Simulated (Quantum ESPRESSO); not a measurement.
Parts of the isotropic shielding in LiCl, by PBE GIPAW on JTH datasets (Quantum ESPRESSO, modified build), 25 Ha, k-mesh 5×5×5 shifted:

```
LiCl
1.0
    0.00000     2.54212     2.54212
    2.54212     0.00000     2.54212
    2.54212     2.54212     0.00000
Li Cl
1 1
Direct
  0.00000   0.00000   0.00000
  0.50000   0.50000   0.50000
```
The cell comes from the Materials Project (a computed structure). It is LiCl in Fm-3m. Stability against distortions was not tested.

The core term is that of the free atom's frozen core; the paramagnetic column sums the reconstruction terms. Shieldings are absolute and leave out the bulk-susceptibility term; a larger σ means a smaller chemical shift. By our sweeps, such settings leave a few ppm in absolute σ. No d partial waves on Cl: the paramagnetic term there is incompletely reconstructed. The structure is static (0 K, no zero-point motion).

| site | core | bare (smooth current) | diamagnetic correction | paramagnetic corrections | σ_iso (ppm) |
|---|---|---|---|---|---|
| Li (atom 1) | 0.0 | 12.6 | 69.3 | ? | ? |
| Cl (atom 2) | 1050.8 | 83.6 | -12.0 | ? | ? |

**Question.** Some entries are withheld; supply them.

**Answer.** 
- Li (atom 1), paramagnetic corrections: -1.3
- Li (atom 1), σ_iso (ppm): 80.5
- Cl (atom 2), paramagnetic corrections: -212.8
- Cl (atom 2), σ_iso (ppm): 909.6
